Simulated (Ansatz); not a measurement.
Notes on YbSn

```
Sn Yb
1.0
     4.89432    0.00000    0.00000
     0.00000    4.89432    0.00000
     0.00000    0.00000    4.34173
Sn Yb
2 2
Direct
  0.00000 0.00000 0.00000
  0.50000 0.50000 0.00000
  0.00000 0.50000 0.50000
  0.50000 0.00000 0.50000
```

Single point in Ansatz 0.2.0 with r2SCAN, no spin polarisation. Cutoff 500 eV, PAW datasets, 5×5×6 Γ-centred k mesh, fermi-dirac filling (width 0.1 eV).

Charges: Bader charges in e: Yb +1.24, Sn -1.24. In the mean Yb gives up most and Sn takes most.
Forces: The forces vanish by the symmetry of the sites.
Stress: The pressure is 0.9 GPa (compression positive), so with the atoms held at these fractions the cell would first expand.
At the Fermi level: It is a metal, with about 2.2 states/eV a cell as the mean within 0.25 eV of the Fermi level, mostly Yb f (47 %), Sn p (24 %) and Yb d (22 %).
Contacts: Sn–Yb at 3.27 Å: least valence density 0.14 e/Å³ and ELF 0.14 there. Sn–Sn at 3.46 Å: least valence density 0.15 e/Å³ and ELF 0.42 there. Yb–Yb at 3.46 Å: least valence density 0.07 e/Å³ and ELF 0.06 there. Both are smooth PAW fields, read partly inside the augmentation spheres.
Formation energy: -0.72 eV an atom against the elements' usual phases (free molecules for gases, crystals otherwise, with no correction for O₂ or N₂), so it is bound against them; other compounds may still compete. Relaxing would lower it.

Origin: a database entry at a rescaled volume. Caveats: no spin polarisation, so a magnetic state may lie lower; f levels without a U or exact exchange are poorly placed.
